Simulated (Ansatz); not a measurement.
AlNi (CsCl type)

```
CELL_PARAMETERS angstrom
      2.86315     0.00000     0.00000
      0.00000     2.86315     0.00000
      0.00000     0.00000     2.86315
ATOMIC_POSITIONS crystal
  Al 0.00000 0.00000 0.00000
  Ni 0.50000 0.50000 0.50000
```

In each cell atom 2 (Ni, nearest neighbour Al at 2.480 Å; its periodic images, 2.9 Å or more away, move with it) moves by s·(0.707, 0.707, 0.000) (along Cartesian [110]), the rest being held.

Level of theory: r2SCAN (plane waves to 500 eV, PAW, scalar-relativistic; Ansatz, a program for electronic structure). k mesh 13×13×13 (Γ-centred), Fermi-Dirac smearing 0.05 eV. The energy includes the smearing's −TS. Compression counts positive. With partly filled bands, energies and forces of such displacements shift with the k mesh and the smearing. AlNi is run without spin polarisation. AlNi was relaxed with its symmetry unable to fall. ΔE is measured from the undisplaced structure.

What ΔE (meV/cell) and P (GPa) does the calculation give at s (Å) = -0.740, -0.444, -0.296, 0.148, 0.740?


```json
[
 {"s (Å)": "-0.740", "ΔE (meV/cell)": "2456", "P (GPa)": "42.2"},
 {"s (Å)": "-0.444", "ΔE (meV/cell)": "733", "P (GPa)": "14.4"},
 {"s (Å)": "-0.296", "ΔE (meV/cell)": "303", "P (GPa)": "6.2"},
 {"s (Å)": "0.148", "ΔE (meV/cell)": "72", "P (GPa)": "1.5"},
 {"s (Å)": "0.740", "ΔE (meV/cell)": "2456", "P (GPa)": "42.2"}
]
```

(For displaced atoms, the force is minus the slope of the energy, and its curvature is a force constant, which sets phonon frequencies.)
